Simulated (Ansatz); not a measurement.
Relaxed-ion elastic tensor of SiW (CsCl type, space group No. 221) in GPa (Voigt order), plane-wave PAW r²SCAN (Ansatz code); density 12.57 g/cm³, 14.00 Å³ per atom.

|  | 1 | 2 | 3 | 4 | 5 | 6 |
|---|---|---|---|---|---|---|
| 1 | 280 | 232 | 232 | 0.0 | 0.0 | 0.0 |
| 2 | 232 | 280 | 232 | 0.0 | 0.0 | 0.0 |
| 3 | 232 | 232 | 280 | 0.0 | 0.0 | 0.0 |
| 4 | 0.0 | 0.0 | 0.0 | 92.3 | 0.0 | 0.0 |
| 5 | 0.0 | 0.0 | 0.0 | 0.0 | 92.3 | 0.0 |
| 6 | 0.0 | 0.0 | 0.0 | 0.0 | 0.0 | 92.3 |

Is the crystal mechanically stable?

Yes: the smallest eigenvalue of C is 47.7 GPa.

Work out the Voigt, Reuss and Hill averages.

K_V = 248, K_R = 248, K_H = 248; G_V = 64.9, G_R = 43.0, G_H = 54.0 GPa.

Give Young's modulus, Poisson's ratio, Pugh's ratio and the universal anisotropy index.

E = 9KG/(3K + G) = 151 GPa; ν = 0.40; K/G = 4.60 (ductile by the Pugh limit of 1.75); A_U = 5G_V/G_R + K_V/K_R − 6 = 2.55.

Estimate the sound speeds and the Debye temperature.

v_l = √((K + 4G/3)/ρ) = 5050 m/s, v_t = √(G/ρ) = 2070 m/s, mean 2350 m/s; Θ = (h/k)(3n/4πV)^(1/3) v_m = 290 K.

Give the Zener ratio and Young's modulus along [100], [110] and [111].

A = 2C44/(C11 − C12) = 3.87; 1/E = S11 − 2(S11 − S12 − S44/2)Γ with Γ = 0, 1/4, 1/3 gives 69.4, 150, 246 GPa.

Solve the Christoffel equation for the three sound speeds along [100], [110], [111].

Eigenvalues of C_ijkl n_j n_l equal ρv². In km/s, slowest first: [100] 2.71, 2.71, 4.72; [110] 1.38, 2.71, 5.26; [111] 1.93, 1.93, 5.43.

Space group Pm-3m (CsCl type). The cell is a constructed one: a structure type filled with these elements; neither database checked (COD, Materials Project) lists it. Whether it is the stable phase at ambient conditions was not checked. The cell was relaxed with r²SCAN under the symmetry of its start; its stability against distortions is not shown here. No spin polarisation was allowed. As this level gives no gap, shear constants depend on the k-mesh and smearing (Fermi–Dirac, 0.1 eV here). Spin–orbit coupling is left out wherever it is not named.

Potentials: the later of the program's two PAW sets.
